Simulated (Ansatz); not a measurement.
TaSiAs:
```yaml
crystal:
  lattice:
    - [3.50085, 0.00000, 0.00000]
    - [0.00000, 3.50085, 0.00000]
    - [0.00000, 0.00000, 7.87581]
  atoms:
    - { symbol: Si, position: [0.00000, 0.00000, 0.00000] }
    - { symbol: Si, position: [0.50000, 0.50000, 0.00000] }
    - { symbol: As, position: [0.50000, 0.00000, 0.61228] }
    - { symbol: As, position: [0.00000, 0.50000, 0.38772] }
    - { symbol: Ta, position: [0.50000, 0.00000, 0.25457] }
    - { symbol: Ta, position: [0.00000, 0.50000, 0.74543] }
```

Relaxed with r²SCAN.

Give the Bader charges and basin volumes of the independent atoms, plane-wave PAW r²SCAN (Ansatz code).



| atom | Bader charge (e) | Bader volume (Å³) |
|---|---|---|
| Si1 | -0.43 | 15.2 |
| As3 | -0.84 | 19.4 |
| Ta5 | +1.27 | 13.7 |

Space group P4/nmm. The workflow started from an entry of the Crystallography Open Database (COD). Whether it is the stable phase at ambient conditions was not checked. Symmetry was held in the r²SCAN relaxation; its stability against distortions is not shown here. The run is not spin-polarised. Spin–orbit coupling is left out wherever it is not named.

Potentials: the later of the program's two PAW sets.
